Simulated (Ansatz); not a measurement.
KAgF4:
```
CELL_PARAMETERS angstrom
     -2.81502     2.81502     5.68851
      2.81502    -2.81502     5.68851
      2.81502     2.81502    -5.68851
ATOMIC_POSITIONS crystal
  K  0.25000 0.25000 0.00000
  K  0.75000 0.75000 0.00000
  Ag 0.50000 0.00000 0.50000
  Ag 0.00000 0.50000 0.50000
  F  0.44331 0.94331 0.15572
  F  0.55669 0.05669 0.84428
  F  0.94331 0.78759 0.50000
  F  0.05669 0.21241 0.50000
  F  0.78759 0.28759 0.84428
  F  0.21241 0.71241 0.15572
  F  0.28759 0.44331 0.50000
  F  0.71241 0.55669 0.50000
```

Relaxed with LDA.

Question: Give the optical modes at the zone centre with their infrared activity from DFPT, LDA (plane waves, PAW; program Ansatz).

Answer: Transverse frequencies, without the LO–TO term; a row sums one degenerate level.

```csv
ω (cm⁻¹),degeneracy,IR ((D/Å)²/amu),activity,symmetry
22,2,0.00,IR-inactive,Eg
70,1,0.00,IR-inactive,B1u
84,2,1.43,IR,Eu
114,1,0.00,IR-inactive,A2g
145,2,0.81,IR,Eu
146,1,0.00,IR-inactive,B1g
158,2,0.00,IR-inactive,Eg
176,2,0.00,IR-inactive,Eg
182,1,3.70,IR,A2u
207,1,0.00,IR-inactive,B2u
218,1,0.13,IR,A2u
221,1,0.00,IR-inactive,A2g
222,1,0.00,IR-inactive,B2g
223,1,0.00,IR-inactive,A1g
243,1,0.00,IR-inactive,B1u
247,1,0.00,IR-inactive,A1u
248,2,3.67,IR,Eu
266,2,3.58,IR,Eu
502,2,0.00,IR-inactive,Eg
545,1,0.00,IR-inactive,A1g
551,1,0.00,IR-inactive,B2g
598,1,0.00,IR-inactive,B1u
604,2,14.06,IR,Eu
608,1,10.95,IR,A2u
```

Question: How high does the top mode go among those that the LO–TO term moves?

Answer: 632 cm⁻¹ for q along x, 632 cm⁻¹ for q along y, 648 cm⁻¹ for q along z.

Space group I4/mcm. The first step of the workflow began from a Materials Project structure, measured or hypothetical; the Crystallography Open Database files this formula in space group No. 140, but the cells were not matched. Its standing as an ambient phase is unchecked. The LDA relaxation kept the symmetry of its start; of distortions, only those at the zone centre were tested. The run is not spin-polarised.

Potentials: the later of the program's two PAW sets.
